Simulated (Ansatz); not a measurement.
Al (fcc (Cu type), Fm-3m), a = b = c = 3.976 Å, α = β = γ = 90.00°; the cell used has 1 atom.

Relaxed with r²SCAN+D4.

### Question
Which orbitals make up the states near the Fermi level in the program Ansatz at the r²SCAN+D4 level (PAW)?

### Answer
Within 0.5 eV of the Fermi level: Al 3p 65 %, Al 3s 28 %, outside the projected shells 6 %. Projections are on Löwdin-orthogonalised atomic valence shells; empty p or d shells of many metals are not among them.

### Question
Tabulate the density of states.

### Answer
States/eV per cell of 1 atom, in 0.25 eV bins, energy from the Fermi level.

| E (eV) | total | Al 3p | Al 3s |
|---|---|---|---|
| -7.85 | 0.22 | 0.15 | 0.06 |
| -7.60 | 0.22 | 0.16 | 0.07 |
| -7.35 | 0.23 | 0.16 | 0.07 |
| -7.10 | 0.24 | 0.17 | 0.07 |
| -6.85 | 0.24 | 0.17 | 0.07 |
| -6.60 | 0.25 | 0.18 | 0.07 |
| -6.35 | 0.26 | 0.18 | 0.07 |
| -6.10 | 0.26 | 0.19 | 0.07 |
| -5.85 | 0.27 | 0.20 | 0.07 |
| -5.60 | 0.28 | 0.21 | 0.07 |
| -5.35 | 0.30 | 0.23 | 0.07 |
| -5.10 | 0.30 | 0.24 | 0.07 |
| -4.85 | 0.29 | 0.23 | 0.06 |
| -4.60 | 0.27 | 0.22 | 0.05 |
| -4.35 | 0.29 | 0.21 | 0.07 |
| -4.10 | 0.30 | 0.22 | 0.08 |
| -3.85 | 0.31 | 0.22 | 0.09 |
| -3.60 | 0.33 | 0.23 | 0.09 |
| -3.35 | 0.35 | 0.25 | 0.09 |
| -3.10 | 0.35 | 0.25 | 0.09 |
| -2.85 | 0.34 | 0.24 | 0.09 |
| -2.60 | 0.34 | 0.24 | 0.09 |
| -2.35 | 0.32 | 0.23 | 0.09 |
| -2.10 | 0.30 | 0.21 | 0.09 |
| -1.85 | 0.32 | 0.23 | 0.08 |
| -1.60 | 0.33 | 0.24 | 0.08 |
| -1.35 | 0.35 | 0.24 | 0.10 |
| -1.10 | 0.39 | 0.26 | 0.11 |
| -0.85 | 0.38 | 0.26 | 0.10 |
| -0.60 | 0.35 | 0.25 | 0.09 |
| -0.35 | 0.32 | 0.23 | 0.08 |
| -0.10 | 0.31 | 0.21 | 0.08 |
| 0.15 | 0.38 | 0.23 | 0.12 |
| 0.40 | 0.39 | 0.24 | 0.12 |
| 0.65 | 0.40 | 0.25 | 0.12 |
| 0.90 | 0.39 | 0.24 | 0.11 |
| 1.15 | 0.39 | 0.24 | 0.11 |
| 1.40 | 0.38 | 0.24 | 0.11 |
| 1.65 | 0.38 | 0.24 | 0.10 |
| 1.90 | 0.38 | 0.24 | 0.10 |
| 2.15 | 0.39 | 0.24 | 0.11 |
| 2.40 | 0.40 | 0.24 | 0.12 |
| 2.65 | 0.41 | 0.24 | 0.12 |
| 2.90 | 0.41 | 0.24 | 0.12 |
| 3.15 | 0.42 | 0.24 | 0.12 |
| 3.40 | 0.42 | 0.24 | 0.12 |
| 3.65 | 0.43 | 0.25 | 0.12 |
| 3.90 | 0.43 | 0.25 | 0.12 |
| 4.15 | 0.44 | 0.25 | 0.12 |
| 4.40 | 0.44 | 0.25 | 0.11 |
| 4.65 | 0.45 | 0.26 | 0.11 |

The r²SCAN+D4 relaxation kept the symmetry of its start. The pairwise dispersion correction was not fitted to metals.

Potentials: the later of the program's two PAW sets.
